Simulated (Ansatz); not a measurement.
Starting cell, AlRu (CsCl type):

```xyz
2
Lattice="3.0037 0.0000 0.0000 0.0000 3.0037 0.0000 0.0000 0.0000 3.0037" Properties=species:S:1:pos:R:3 pbc="T T T"
Al     0.0000     0.0000     0.0000
Ru     1.5019     1.5019     1.5019
```

The atoms are displaced by Q × the pattern below (from a DFPT mode at Γ, largest move 1; Q in Å), at fixed cell. It is one choice among 3 degenerate patterns.

```tsv
atom	x	y	z
Al1	0.000	0.000	1.000
Ru2	0.000	0.000	-0.267
```

These are PBE (plane waves to 420 eV, PAW, scalar-relativistic; Ansatz, an electronic-structure program) values and carry that method's errors. k mesh 15×15×15 (Γ-centred), Fermi-Dirac smearing 0.05 eV. Energies are smeared free energies. With partly filled bands, energies and forces of such displacements shift with the k mesh and the smearing. AlRu is run without spin polarisation. AlRu was relaxed with its symmetry unable to fall. The zero of ΔE is the undisplaced structure. The last digit holds for this mesh only.

```csv
Q (Å),ΔE (meV/cell)
-0.180,withheld
-0.150,133.3
-0.120,85.4
-0.090,48.1
-0.060,21.4
-0.030,5.3
0.000,0.0
0.030,5.3
0.060,21.4
0.090,48.1
0.120,85.4
0.150,133.3
0.180,withheld
```

**Question.** Fit an even polynomial form (powers 2, 4) to the given rows and predict ΔE at Q = 0.180.

**Answer.** Least squares on the 11 given rows: ΔE = (5944)·Q² + (-868.4)·Q⁴, in meV/cell with Q in Å; root-mean-square residual 0.02 meV/cell. At 0.180 the fit gives 191.7 meV/cell; the calculation gives 191.7 meV/cell, the same to the digits shown. The quadratic term alone would give 192.6 meV/cell.

(A displaced cell: forces are minus the slopes of the energy, force constants its curvatures, and phonons follow from these.)
